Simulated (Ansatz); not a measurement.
Relaxed-ion elastic tensor of C (graphite, P6_3/mmc) in GPa (Voigt order), the program Ansatz at the r²SCAN+D4 level (PAW); density 2.26 g/cm³, 8.82 Å³ per atom.

```
1090   188  -4.9   0.0   0.0   0.0
 188  1090  -4.9   0.0   0.0   0.0
-4.9  -4.9  36.0   0.0   0.0   0.0
 0.0   0.0   0.0   4.0   0.0   0.0
 0.0   0.0   0.0   0.0   4.0   0.0
 0.0   0.0   0.0   0.0   0.0   453
```

Q: Is the crystal mechanically stable?

A: Yes: the smallest eigenvalue of C is 4.0 GPa.

Q: Work out the Voigt and Reuss bounds. Is their mean of use?

A: K_V = 287, K_R = 33.6; G_V = 229, G_R = 9.2 GPa. The bounds lie so far apart that a Hill average or a Debye temperature from it would say little.

The r²SCAN+D4 relaxation kept the symmetry of its start; of distortions, only those at the zone centre were tested. As this level gives no gap, shear constants depend on the k-mesh and smearing (Fermi–Dirac, 0.1 eV here).

Potentials: the later of the program's two PAW sets.
